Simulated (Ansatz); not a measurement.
## Does this entry for InP3 lie near equilibrium?

The cell is an entry of the Crystallography Open Database (COD), taken as it stands.

Space group R-3m:H (No. 166); a = 7.4490, c = 9.8850 Å, γ = 120.00°.

```csv
site,Wyckoff,site symmetry,x,y,z
In,6c,3m,0.0000,0.0000,0.2755
P,18h,.m,0.1850,0.8150,0.6113
```

One atom of each set is listed; the run and its k-mesh use a cell of 8 atoms with edges of 5.42, 5.42, 5.42 Å.

Computed with Ansatz: DFT, PBE, plane waves and PAW, scalar-relativistic, 420 eV cutoff, Γ-centred 8×8×8 k-points, Fermi–Dirac smearing 0.02 eV.

Question: Do the atoms and the cell lie near the calculated equilibrium?

Answer: Nearly. The largest force is 0.15 eV/Å, on atom 5 (P: 2 P at 2.20 Å, 1 In at 2.64 Å; also 1 In at 2.90 Å), and the pressure is 3.0 GPa. Relaxing the atoms is still advisable, since electric field gradients respond to shifts of a few hundredths of an ångström.
